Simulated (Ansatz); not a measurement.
Lu2MgS4: pressure and gap against volume

A database entry relaxed whole under r2SCAN (Fd-3m):

```
Mg Lu S
1.0
     0.00000    5.47463    5.47463
     5.47463    0.00000    5.47463
     5.47463    5.47463    0.00000
Mg Lu S
2 4 8
Direct
  0.00000 0.00000 0.00000
  0.25000 0.25000 0.25000
  0.62500 0.62500 0.62500
  0.12500 0.62500 0.62500
  0.62500 0.62500 0.12500
  0.62500 0.12500 0.62500
  0.38069 0.38069 0.38069
  0.39208 0.86931 0.86931
  0.38069 0.38069 0.85792
  0.86931 0.39208 0.86931
  0.85792 0.38069 0.38069
  0.86931 0.86931 0.86931
  0.38069 0.85792 0.38069
  0.86931 0.86931 0.39208
```

The cell was scaled uniformly, its shape held, and the atoms relaxed at each volume with plane-wave PAW DFT (Ansatz 0.2.0; r2SCAN, 500 eV, 6×6×6 Γ-centred mesh, fermi-dirac occupations of width 0.020 eV; no spin, no spin-orbit coupling). One row is withheld.

```csv
volume (Å³/atom),energy over the lowest (meV/atom),pressure (GPa),gap over mesh and path (eV)
22.034,20.9,4.99,2.186
22.503,?,?,?
22.972,2.2,1.51,2.287
23.441,0.0,0.02,2.332
23.909,1.9,-1.32,2.371
24.378,7.6,-2.54,2.407
24.847,16.6,-3.63,2.438
```

Problem. Fit the pressures of the other rows to the third-order Birch-Murnaghan form.

Solution. With f = [(V₀/V)^(2/3) − 1]/2 and P = 3B₀f(1 + 2f)^(5/2)[1 + 3(B₀′ − 4)f/2], least squares gives V₀ = 23.45 Å³ an atom, B₀ = 70.6 GPa and B₀′ = 4.1; the rows miss the fit by less than 0.01 GPa. The slope of the energies differs from these pressures by less than 0.05 GPa.

Problem. How does the gap move with volume?

Solution. A parabola in ln(V/V₀) through the other rows has the slope dE_g/d ln V = +2.1 eV at V₀, so by B₀ the gap moves by -30 meV a GPa: it narrows under pressure.

Problem. What does the withheld row hold?

Solution. The fit gives 3.16 GPa at 22.503 Å³; the run gave 3.16 GPa and 9.0 meV an atom. Its gap is 2.239 eV, against 2.239 eV from the parabola.

Caveats: the shape of the cell was held; 0 K, fixed nuclei; the symmetry was kept, and this need not be the phase that is stable at 0 K; one mesh for all volumes; r2SCAN gaps lie as a rule under measured ones; the slope of the gap can be off by tens of per cent, more where shallow d levels or spin-orbit coupling act on the edges; pressure is positive in compression.
